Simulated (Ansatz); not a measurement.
All-electron LAPW in Ansatz 0.2.0 under PBE, scalar-relativistic, energies extrapolated to zero smearing. Slabs are 1×1 cells cut from bulk crystals relaxed on PAW files, with atoms then relaxed, 16 to 20 Å of vacuum, a dipole correction, k spacings of 0.16 to 0.26 Å⁻¹ and smearing of 0.02 to 0.1 eV, without spin–orbit coupling or spin polarisation. The bulk type named needn't be the stable one, and no reconstruction is allowed.

| slab | area (Å²) | γ (J/m²) | Φ (eV) | Δd12 (%) |
| --- | --- | --- | --- | --- |
| bcc Ba (111), 5 layers | 43.74 | 0.39 | – | ? |
| bcc Ba (111), 4 layers | 43.74 | 0.36 | – | 44.5 |
| bcc Ba (211), 3 layers | 30.93 | 0.38 | 2.40 | -1.7 |
| bcc Ba (111), 1 layer | 43.74 | 0.32 | – | – |
| bcc Ba (110), 4 layers | 17.85 | ? | 2.40 | -2.4 |

(1) Give the missing entry: row "bcc Ba (111), 5 layers", column "Δd12 (%)".

(2) Give the missing entry: row "bcc Ba (110), 4 layers", column "γ (J/m²)".

Results:

(1) 30.2.

(2) 0.31.
